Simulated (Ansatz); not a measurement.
An elastic tensor (GPa, Voigt order, standard axes) from DFT-LDA in the program Ansatz with PAW potentials:

```csv
,1,2,3,4,5,6
1,263,56.3,10.5,0.0,0.0,0.0
2,56.3,263,10.5,0.0,0.0,0.0
3,10.5,10.5,51.4,0.0,0.0,0.0
4,0.0,0.0,0.0,20.4,0.0,0.0
5,0.0,0.0,0.0,0.0,20.4,0.0
6,0.0,0.0,0.0,0.0,0.0,103
```

Task: Which of these materials gives this?
A) Zr, hcp (Mg type)
B) WS2, P6_3/mmc (W on 2c, S on 4f)
C) Re, hcp (Mg type)
D) TiB2, P6/mmm (Ti on 1a, B on 2d)

Result: B, WS2, P6_3/mmc (W on 2c, S on 4f)

Symmetry was held in the LDA relaxation; phonons on a q-mesh show no instability. The run is not spin-polarised. A crystal of weakly bound layers computed without a dispersion correction: the cell and the soft elastic constants depend strongly on that. Spin–orbit coupling is left out wherever it is not named.

Potentials: the later of the program's two PAW sets.
